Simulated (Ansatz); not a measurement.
Nb (bcc, W type)

```yaml
crystal:
  lattice:
    - [-1.65135, 1.65135, 1.65135]
    - [1.65135, -1.65135, 1.65135]
    - [1.65135, 1.65135, -1.65135]
  atoms:
    - { symbol: Nb, position: [0.00000, 0.00000, 0.00000] }
```

Equation-of-state scan: isotropic scaling of the cell above, V₀ being its volume. Symmetry pins the atoms to their sites.

Method: r2SCAN (plane waves to 500 eV, PAW, scalar-relativistic; Ansatz, a program for electronic structure). k mesh 20×20×20 (Γ-centred), Fermi-Dirac smearing 0.05 eV. Compression counts positive. Nb is run without spin polarisation. Nb was relaxed with its symmetry unable to fall.

At one point of the scan the stress tensor (GPa) is:

```
   16.9      0.0      0.0
    0.0     16.9      0.0
    0.0      0.0     16.9
```

Problem. Which point is it?
A) V/V₀ = 0.940
B) V/V₀ = 0.900
C) V/V₀ = 0.920
D) V/V₀ = 0.960

Solution. C, V/V₀ = 0.920

(A scan under strain: stresses follow from slopes of the energy per volume, elastic moduli from its curvatures.)
